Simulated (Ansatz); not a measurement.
Electronic bands of the Ta2O5 (0 0 1) slab, simulated with Ansatz.

Miller indices refer to the conventional cell of P2/m (No. 10), a = 3.839 Å, b = 3.860 Å, c = 6.779 Å, α = 90.00°, β = 106.37°, γ = 90.00°.

The slab has 11 planes, was cut to end in O at the top (+c) and O at the bottom, and its atoms stand where a relaxation without spin-orbit coupling left them. Listed are levels within 1.2 eV of the Fermi level, the 22 nearest at most. Weights are Löwdin projections on the datasets' atomic orbitals, as shares of the full norm: they are low for levels that spill into the vacuum or into shells that a dataset lacks. Two planes next to each face count as outer, 4 of 11 in all, so a level spread evenly over the slab has a weight near 0.36.

```yaml
crystal:
  lattice:
    - [3.83948, 0.00000, 0.00000]
    - [0.00000, 3.85982, 0.00000]
    - [0.00000, 0.00000, 28.00771]
  atoms:
    - { symbol: O, position: [0.74712, 0.00000, 0.26869] }
    - { symbol: Ta, position: [0.74693, 0.00000, 0.33182] }
    - { symbol: O, position: [0.74654, 0.50000, 0.33570] }
    - { symbol: O, position: [0.24683, 0.00000, 0.35455] }
    - { symbol: O, position: [0.74683, 0.00000, 0.41723] }
    - { symbol: O, position: [0.24678, 0.50000, 0.43011] }
    - { symbol: Ta, position: [0.24684, 0.00000, 0.43187] }
    - { symbol: O, position: [0.24666, 0.00000, 0.50000] }
    - { symbol: Ta, position: [0.24634, 0.00000, 0.56813] }
    - { symbol: O, position: [0.24631, 0.50000, 0.56989] }
    - { symbol: O, position: [0.74633, 0.00000, 0.58277] }
    - { symbol: O, position: [0.24631, 0.00000, 0.64545] }
    - { symbol: O, position: [0.74654, 0.50000, 0.66430] }
    - { symbol: Ta, position: [0.74624, 0.00000, 0.66818] }
    - { symbol: O, position: [0.74605, 0.00000, 0.73131] }
```

All numbers below come from DFT PBEsol, scalar-relativistic, plane waves, PAW (Ansatz 0.2.0).

Cutoff 420 eV; k points 7×7×1 on the computed 15-atom cell (Γ-centred); Gaussian smearing, width 0.05 eV; no spin polarisation. The cell repeats along c with a dipole correction in the vacuum.

Run with
```bash
ansatz run input.yaml --threads 4 --pin off --max-ram 9216MiB --backend cpu --events-out ev --progress --plain --runs-dir out
```

110 s on 4 threads of Arm Neoverse V2 (shared host), peak memory 1.9 GiB

Levels at X (0.500, 0.000), in eV from the Fermi level, with weights (averaged over levels within 1.5 meV, which needn't be degenerate by symmetry):
```
 level  levels within 1.5 meV  outer two planes of both faces
-1.066                      2                            0.98
-1.029                      1                            0.76
-1.017                      1                            0.02
-0.990                      1                            0.52
-0.959                      1                            0.92
-0.955                      1                            0.02
-0.916                      1                            0.84
-0.846                      1                            0.24
-0.817                      1                            0.60
-0.609                      1                            0.58
-0.551                      1                            0.20
```

Levels at Γ (0.000, 0.000), in eV from the Fermi level, with weights (averaged over levels within 1.5 meV, which needn't be degenerate by symmetry):
```
 level  outer two planes of both faces
-1.160                            0.93
-1.148                            0.96
-1.118                            0.95
-1.115                            0.94
-1.071                            0.50
-0.943                            0.58
-0.820                            0.66
-0.763                            0.08
-0.729                            0.40
-0.715                            0.36
-0.709                            0.29
-0.561                            0.06
-0.490                            0.22
-0.396                            0.22
-0.107                            0.79
-0.105                            0.77
```

Levels at Y (0.000, 0.500), in eV from the Fermi level, with weights (averaged over levels within 1.5 meV, which needn't be degenerate by symmetry):
| level | levels within 1.5 meV | outer two planes of both faces |
| --- | --- | --- |
| -1.099 | 1 | 0.04 |
| -0.825 | 1 | 0.84 |
| -0.806 | 1 | 0.84 |
| -0.310 | 2 | 0.83 |
| -0.079 | 1 | 0.00 |
| 0.157 | 2 | 0.96 |

Levels at S (0.500, 0.500), in eV from the Fermi level, with weights (averaged over levels within 1.5 meV, which needn't be degenerate by symmetry):
```
 level  outer two planes of both faces
-0.972                            0.86
-0.847                            0.84
-0.830                            0.72
-0.593                            0.62
-0.489                            0.18
 0.013                            0.62
 0.022                            0.64
 0.079                            0.38
 0.205                            0.26
 0.260                            0.38
 0.267                            0.36
```

Bands cross the Fermi level. 22 of the listed levels have a weight of 0.6 or more on the outer planes; the nearest to the Fermi level is at 0.01 eV at S. The work function of the top face is 9.55 eV. In a slab this thin the states of the two faces can couple and split. Spin-orbit coupling is left out, which matters for the bands of heavy elements. Ta2O5 comes from a database of computed cells and wasn't matched to a measured crystal. The bulk is an insulator but this unreconstructed slab is metallic: the cut is polar, off stoichiometry or leaves dangling bonds, and a real surface would compensate by reconstruction, vacancies or adsorbates.
